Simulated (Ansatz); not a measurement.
# Structures of Li3B: which is lowest?

Plane-wave DFT in Ansatz with scalar-relativistic PAW potentials, cutoff 420 eV, Γ-centred meshes chosen by cell and gap, Gaussian smearing with energies taken to zero width. Every cell was relaxed (cell and atoms) in a run of its own, within the symmetry of its start. Functional: PBE.

Relaxed structures (starts from databases or built by putting these elements on another compound's sites):
A. P2_1/m, 8 atoms in the computed cell, a = 6.431 Å, b = 3.062 Å, c = 6.527 Å, β = 116.1°; sites (symmetry × multiplicity) Li m × 2 + m × 2 + m × 2, B m × 2; start: built
B. P6_3/mmc, 8 atoms in the computed cell, a = 5.179 Å, c = 4.097 Å; sites (symmetry × multiplicity) Li mm2 × 6, B -6m2 × 2; start: built
C. P6_3/m, 8 atoms in the computed cell, a = 6.132 Å, c = 3.423 Å; sites (symmetry × multiplicity) Li m.. × 6, B -6.. × 2; start: built

Task: Rank them by energy. Could pressure change the order?

Result:
```tsv
structure	group	E − E(lowest) (meV/atom)	V (Å³/atom)	gap on mesh (eV)
A	P2_1/m	0.0	14.43	0.00
C	P6_3/m	431	13.93	0.00
B	P6_3/mmc	446	11.90	0.00
```

A is lowest, 431 meV/atom under C. B is denser by 2.53 Å³/atom, so pressure favours it: ΔE/ΔV, with ΔE in eV and 1 eV/Å³ = 160.2 GPa, gives about 28 GPa for equal enthalpy if both cells were rigid; at such pressures compression changes ΔV much, so this is a scale only. Other structures may lie lower than all of these, and vibrations aren't counted.